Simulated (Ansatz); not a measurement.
# TiAl3: from a starting cell to a relaxed one

The start is a relaxed TiAl3 cell, doubled along one cell vector, shaken by Gaussian noise of σ = 0.08 Å a coordinate. Cell shape, volume and atoms are optimised at zero target pressure with PBEsol (plane waves to 420 eV, PAW, scalar-relativistic; Ansatz, a program for electronic structure). First-step values are on the input's coarse k-mesh.

Ansatz input (later rounds restart from its end on a renewed k-mesh):
Ansatz 0.2 input:
```yaml
crystal:
  lattice:
    - [3.948572367, 0, 0]
    - [0, 3.948572367, 0]
    - [0, 0, 7.897144734]
  atoms:
    - { symbol: Al, position: [0.5489053133, 0.5277080889, -0.0039482538] }
    - { symbol: Al, position: [0.5039378496, 0.4850681384, 0.5001809647] }
    - { symbol: Al, position: [-0.0130506311, 0.5129635231, 0.2618055089] }
    - { symbol: Al, position: [-0.0043979117, 0.5297915525, 0.747391426] }
    - { symbol: Al, position: [0.5216363196, 0.0294824189, 0.2442742703] }
    - { symbol: Al, position: [0.5059475464, -0.0494376516, 0.7222027394] }
    - { symbol: Ti, position: [0.0166343768, 0.0497926541, 0.0037206949] }
    - { symbol: Ti, position: [-0.0000432891, -0.0087649264, 0.5075101788] }
basis: { ecutwfc: 420, ecutrho_ratio: 4, xc_grid: 2, fft_grid_basis: typed }
kpoints: { mp_grid: { grid: [8, 8, 4] } }
hamiltonian:
  xc: pbesol
  dispersion: none
  pseudopotentials: { kind: paw }
scf: { occupations: { method: fermi_dirac, width: 0.05 } }
relax: { f_tol: 0.01, max_steps: 100, cell: { stress_tol: 0.02 } }
output: { forces: true, stress: true }
```

Q: What is the largest force in the starting geometry, and on which atom (counted from 1)?

A: 2.51 eV/Å, on Al6 (atoms numbered as listed).

Q: By how much does the energy per atom fall from start to end?

A: 0.10 eV/atom.

Q: How do the shortest distances between atoms change?

A: The closest pairs of elements (up to four, under 3.6 Å), start → end: Al–Al 2.54 → 2.79 Å; Al–Ti 2.59 → 2.79 Å.

Q: Is the relaxed structure metallic? Give its gap.

A: No gap (metallic).

The end point of the relaxation:

Space group Pm-3m (No. 221); a = b = c = 3.949 Å, α = β = γ = 90.00°

```json
[
 {"atom": "Al", "site": "3d", "symmetry": "4/mm.m", "x": "0.0000", "y": "0.0000", "z": "0.5000"},
 {"atom": "Ti", "site": "1b", "symmetry": "m-3m", "x": "0.5000", "y": "0.5000", "z": "0.5000"}
]
```

Final values are on a 12×12×12 k-mesh of the relaxed cell. No spin polarisation in the result.

The first start was generated by placing the elements on the sites of a structure type. Materials Project lists a structure of TiAl3 in the same space group, Pm-3m (No. 221); the sites were not compared with it, nor with measured phases. Known forms of TiAl3 include space group No. 139.
